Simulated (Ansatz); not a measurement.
KI:
```
CELL_PARAMETERS angstrom
      0.00000     3.54587     3.54587
      3.54587     0.00000     3.54587
      3.54587     3.54587     0.00000
ATOMIC_POSITIONS crystal
  K  0.00000 0.00000 0.00000
  I  0.50000 0.50000 0.50000
```

Cartesian axes are those of the cell as given.

Problem. Give the high-frequency dielectric tensor and the Born effective charge tensors of the independent atoms from DFPT, DFT-r²SCAN in the program Ansatz with PAW potentials.

Solution. 
ε∞:
```
2.73  0.00  0.00
0.00  2.73  0.00
0.00  0.00  2.73
```
Z* of atom 1 (K), rows: field, columns: displacement, in e:
```
1.12  0.00  0.00
0.00  1.12  0.00
0.00  0.00  1.12
```
Z* of atom 2 (I), rows: field, columns: displacement, in e:
```
-1.12   0.00   0.00
 0.00  -1.12   0.00
 0.00   0.00  -1.12
```

Static charges for comparison (Bader): K1 +0.84, I2 -0.84 e. Born charges measure polarisation by displacement and can exceed these by far.

Space group Fm-3m (rock salt). Symmetry was held in the r²SCAN relaxation. Scalar-relativistic: spin–orbit coupling is off unless named, which matters more the heavier the elements.

Potentials: the later of the program's two PAW sets.
